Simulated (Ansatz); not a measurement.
Al₃Ni:
```
CELL_PARAMETERS angstrom
      6.57462     0.00000     0.00000
      0.00000     7.30910     0.00000
      0.00000     0.00000     4.77987
ATOMIC_POSITIONS crystal
  Al 0.00973 0.25000 0.91466
  Al 0.99027 0.75000 0.08534
  Al 0.49027 0.75000 0.41466
  Al 0.50973 0.25000 0.58534
  Al 0.17131 0.44393 0.36503
  Al 0.82869 0.55607 0.63497
  Al 0.32869 0.55607 0.86503
  Al 0.67131 0.44393 0.13497
  Al 0.67131 0.05607 0.13497
  Al 0.32869 0.94393 0.86503
  Al 0.82869 0.94393 0.63497
  Al 0.17131 0.05607 0.36503
  Ni 0.87065 0.25000 0.44320
  Ni 0.12935 0.75000 0.55680
  Ni 0.62935 0.75000 0.94320
  Ni 0.37065 0.25000 0.05680
```

Relaxed with PBEsol. Special points in fractions of this cell's reciprocal vectors: Γ (0.000, 0.000, 0.000); X (0.500, 0.000, 0.000); S (0.500, 0.500, 0.000); Y (0.000, 0.500, 0.000); Z (0.000, 0.000, 0.500); U (0.500, 0.000, 0.500); R (0.500, 0.500, 0.500); T (0.000, 0.500, 0.500).

Q: List the band energies nearest the Fermi level at these points for plane-wave PAW PBEsol (Ansatz code).

A: In eV from the Fermi level; about four levels below and three above (degenerate sets whole), none deeper than 8.9 eV; points with the same levels are listed once.

```json
[
 {"k": "Γ", "below": "-0.69 -0.55 -0.46 -0.30", "above": "0.43 1.70 1.73"},
 {"k": "X", "below": "-0.43 -0.43 -0.07 -0.07", "above": "0.63 0.63 0.78 0.78"},
 {"k": "S", "below": "-0.87 -0.87 -0.87 -0.87", "above": "2.35 2.35 2.35 2.35"},
 {"k": "Y", "below": "-0.65 -0.65 -0.59 -0.59", "above": "0.52 0.52 0.68 0.68"},
 {"k": "Z", "below": "-1.41 -1.41 -0.99 -0.99", "above": "1.47 1.47 2.71 2.71"},
 {"k": "U", "below": "-1.85 -1.85 -0.26 -0.26", "above": "1.02 1.02 1.09 1.09"},
 {"k": "R", "below": "-0.49 -0.49 -0.49 -0.49", "above": "0.94 0.94 0.94 0.94"},
 {"k": "T", "below": "-2.00 -2.00 -1.37 -1.37", "above": "0.18 0.18 0.63 0.63"}
]
```

Space group Pnma. The first step of the workflow began from a Materials Project structure, measured or hypothetical; the Crystallography Open Database copy checked does not list it. Whether it is the stable phase at ambient conditions was not checked. Symmetry was held in the PBEsol relaxation; whether a distortion lowers the energy is not shown. No spin polarisation was allowed.

Potentials: the later of the program's two PAW sets.
